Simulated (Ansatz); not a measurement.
The structure comes from a relaxation in the same program, started in the zincblende type, and has space group F-43m. Whether it is a known phase or the ground state wasn't checked.

GaSb: DFT, PBE, PAW with Ansatz's default frozen-core files, scalar-relativistic (Ansatz 0.2.0).

```yaml
crystal:
  lattice:
    - [0.0, 3.108058349, 3.108058349]
    - [3.108058349, 0.0, 3.108058349]
    - [3.108058349, 3.108058349, 0.0]
  atoms:
    - { symbol: Ga, position: [0.0, 0.0, 0.0] }
    - { symbol: Sb, position: [0.25, 0.25, 0.25] }
kpoints:
  mp_grid: { grid: [9, 9, 9] }
  band_path:
    path:
      - [0.0, 0.0, 0.0]
      - [-0.5, -0.5, 0.0]
      - [-0.375, -0.375, 0.25]
      - [-0.375, 0.0, 0.375]
      - [0.0, 0.0, 0.0]
      - [0.0, 0.0, 0.5]
      - [-0.5, -0.25, 0.25]
      - [-0.5, -0.5, 0.0]
    npoints: 8
scf:
  occupations: { method: fermi_dirac, width: 0.08 }
hamiltonian:
  xc: pbe
  pseudopotentials: { kind: paw }
output:
  forces: true
  stress: true
  eigenvalues: true
  efg: { contact_densities: true }
  populations: true
  bader: true
  dos: { projected: true, de: 0.2, e_range: [-14, 8] }
```

Output:

```
Sb: output.efg is read without spin–orbit coupling, which moves field gradients at and beside such atoms by some per cent and up to a factor of two; PAW files take it under magnetization.noncollinear and magnetization.spin_orbit
Engine: ansatz 0.2.0
Pseudopotentials: kind: paw
Pseudopotential: Ga, paw, valence charge 13, recommended cutoff 420 eV (normal)
Pseudopotential: Sb, paw, valence charge 15, recommended cutoff 420 eV (normal)
Functional definition: PBE
  parameter kappa = 0.804
  parameter beta = 0.06672455060314922
  exchange = pbe_x(kappa = kappa, mu = beta*pi^2/3)
  correlation = pbe_c(beta = beta)
Crystal: 2 atoms, lattice volume = 60.048 Å³
Basis set: ecut = 420 eV, 1211 PW (Γ), exchange–correlation on 60×60×60 points (8 copies of the dense FFT grid, shifted against one another)
Bands: 18, of which v1, the nominal top of the filled ones, is band 14 counted from 1 (13 counted from 0)
Symmetry: 24 space group operations
Space group: F-43m (ITA 216), of the structure as read, at distance tolerance 3.9e-5 Å
k-points: 35 of 729 (time reversal used)
Non-local potential: Ga, projectors of the file, l = 0: 2, l = 1: 2, l = 2: 3, l = 3: 1
Non-local potential: Sb, projectors of the file, l = 0: 2, l = 1: 2, l = 2: 2, l = 3: 2
PAW form: soft (Blöchl's): semilocal exchange-correlation on the pseudo side does not see the compensation charge
PAW one-centre angular grid: Ga, 590 points (default); XC on 64 Gauss nodes
PAW one-centre angular grid: Sb, 590 points (default); XC on 64 Gauss nodes
Initial density: superposition of atomic densities (neutral atoms: chi_scale 0, normalization atom), corrected by the library's trained network
Initial wavefunctions: pseudopotential atomic-orbital guess
Functional: x = pbe(κ = 0.804, μ = 0.2195149727645171), c = pbe(β = 0.06672455060314922)
SCF iter   1: F=—  HF=-10267.838973 eV  |F-HF|=—  |Δ(HF+E_count)|=         —  Δρ=1.31e-3  dr2=1.91e-3  ethr=1.77e-3  ⟨swp⟩=6.1  Hψ=3193  notcnv=0
preconditioner: auto → none  [insulator: Δε(μ)=0.325 eV  Ē_g=14.383 eV  σ=0.080 eV  W_gap=0.71  n_scr=14 (ndim 8)  ℏωp=20.3 eV  f_vac=0.105  D(μ)=0.06/eV (n_scr^D=0)  ε∞_Penn≈3.0]
SCF iter   2: F=—  HF=-10267.837468 eV  |F-HF|=—  |Δ(HF+E_count)|=   1.51e-3  Δρ=6.02e-4  dr2=2.65e-4  ethr=6.81e-6  ⟨swp⟩=2.0  Hψ=1228  notcnv=0
SCF iter   3: F=—  HF=-10267.837489 eV  |F-HF|=—  |Δ(HF+E_count)|=   2.07e-5  Δρ=2.78e-4  dr2=4.41e-5  ethr=9.47e-7  ⟨swp⟩=2.0  Hψ=946  notcnv=0
SCF iter   4: F=—  HF=-10267.837504 eV  |F-HF|=—  |Δ(HF+E_count)|=   1.54e-5  Δρ=8.47e-5  dr2=3.15e-6  ethr=1.58e-7  ⟨swp⟩=2.0  Hψ=946  notcnv=0
SCF iter   5: F=—  HF=-10267.837511 eV  |F-HF|=—  |Δ(HF+E_count)|=   7.13e-6  Δρ=4.23e-5  dr2=6.80e-7  ethr=1.12e-8  ⟨swp⟩=2.0  Hψ=1125  notcnv=0
SCF iter   6: F=-10267.837511 eV  HF=-10267.837511 eV  |F-HF|=1.19e-8  |Δ(HF+E_count)|=   2.42e-7  Δρ=1.35e-5  dr2=4.88e-8  ethr=3.57e-10  ⟨swp⟩=3.7  Hψ=2827  notcnv=0
SCF 1 converged in 6 iterations: F = -10267.837511 eV  dr2 = 4.88e-8
  greatest PAW one-centre occupation: 0.995 electrons in one spin orbital (limit 2), on the Sb atom at site 1 (counted from 0), in its partial waves of l = 2
NSCF: frozen V_eff on 57 k-points
SCF converged after 6 iterations
Free energy (F): -10267.837511 eV
Harris-Foulkes:  -10267.837511 eV  (|F-HF|=1.19e-8)
Internal energy: -10267.835984 eV  (E = F + TS)
E sigma→0 (E₀):  -10267.836747 eV
Entropy (-TS):   -0.001527 eV (-0.764 meV/atom)
Fermi energy:    7.196133 eV
--- Per-component energies (eV) ---
  E_band       = -275.181130
  E_kinetic    = 321.970016
  E_local      = -3977.287197  (includes V_loc(G=0)·N_el)
  E_nonlocal   = 786.979911
  E_hartree    = 1826.576503
  E_xc         = -206.839672
  E_vxc        = -153.295079  (∫ρ·V_xc dr)
  E_paw        = -6564.680913  (= ΣΔE_a)
  E_vpaw       = -906.714617  (= ΣTr[D̂ρ^β])
  E_aug_tail   = -0.000120  (compensation charges beyond the density's cutoff)
  E_ewald      = -2454.554512
  E_smearing   = -0.001527  (= −TS)
  E_closure    = 0.000000  (closes the sum)
  Σ components = -10267.837511   (vs F -10267.837511, Δ=0.00e0)
--- Forces (eV/Å), atoms counted from 1 ---
  atom   1  Ga     0.00000000    -0.00000000    -0.00000000
  atom   2  Sb    -0.00000000     0.00000000    -0.00000000
  max |Σ_I F_I| component: 1.11e-16 eV/Å
--- Stress (GPa, compression-positive) ---
       -0.036368       0.000000      -0.000000
       -0.000000      -0.036368       0.000000
        0.000000       0.000000      -0.036368
  P = ⅓ Tr σ = -0.0364 GPa (-0.364 kbar)
--- PAW observables at the nuclei: V_zz in 10²¹ V/m², potentials from the cell's mean, atoms counted from 1 ---
  atom   1  Ga V_zz =    -0.000000   η = 0.0000   by run symmetry: forbidden
            electrostatic potential = -4130.270951 V   contact ρ = 187425.007250 e/Å³
  atom   2  Sb V_zz =    +0.000000   η = 0.0000   by run symmetry: forbidden
            electrostatic potential = -8406.775673 V   contact ρ = 1350070.727233 e/Å³
--- Band table (eV; the first three rows and the last of 35) ---
  k-point 0: bands = ["-21.5890", "-21.5890", "-21.5890", "-21.5733", "-21.5733", "-7.8115", "-7.8115", "-7.8115", "-7.7691", "-7.7691", "-4.0530", "6.8047", "7.1028", "7.1028", "7.1028", "9.9010", "9.9010", "9.9010"]
  k-point 1: bands = ["-21.5889", "-21.5887", "-21.5887", "-21.5732", "-21.5732", "-7.8143", "-7.8102", "-7.8102", "-7.7692", "-7.7692", "-3.9337", "5.2692", "6.9133", "6.9133", "7.9353", "10.1658", "10.1658", "10.3241"]
  k-point 2: bands = ["-21.5887", "-21.5880", "-21.5880", "-21.5730", "-21.5730", "-7.8212", "-7.8071", "-7.8071", "-7.7695", "-7.7695", "-3.5905", "3.5564", "6.5425", "6.5425", "7.8695", "10.6372", "10.6372", "11.6926"]
  k-point 34: bands = ["-21.5886", "-21.5869", "-21.5843", "-21.5736", "-21.5717", "-7.8442", "-7.7963", "-7.7923", "-7.7739", "-7.7692", "-1.8428", "0.7205", "3.8933", "4.4342", "10.3433", "10.9221", "11.4470", "12.7847"]
--- Löwdin populations: 2 sites ---
  site symbol       q [e]
     0     Ga     13.2856
     1     Sb     14.6738
  spilling = 0.001447 (of n_electrons = 28.000000)
--- Bader charges: 2 sites ---
  site symbol  charge [e]  shift [e]
     0     Ga      0.3227     0.0005
     1     Sb     -0.3227     0.0005
  estimated error of the sums over rays = 4.7e-4 e
```

populations.tsv:

```
# site	symbol	l	j	q
# orbitals = lowdin
# n_electrons = 28.000000
# spilling = 0.001447
0	Ga	0_4S	-	1.257121
0	Ga	1_4P	-	2.037463
0	Ga	2_3D	-	9.991051
1	Sb	0_5S	-	1.452678
1	Sb	1_5P	-	3.228267
1	Sb	2_4D	-	9.992899
```

bader_charges.tsv:

```
# site	symbol	x_ang	y_ang	z_ang	partial_charge_e	electrons	volume_ang3	relative_density_drop	shared_charge_e	partial_wave_shift_e
# quadrature_error_electrons = 4.7e-4
0	Ga	0.0000	0.0000	0.0000	0.32265	30.67735	22.23	-	0.32265	0.00048
1	Sb	1.5540	1.5540	1.5540	-0.32265	51.32265	37.81	-	-0.32265	0.00048
```
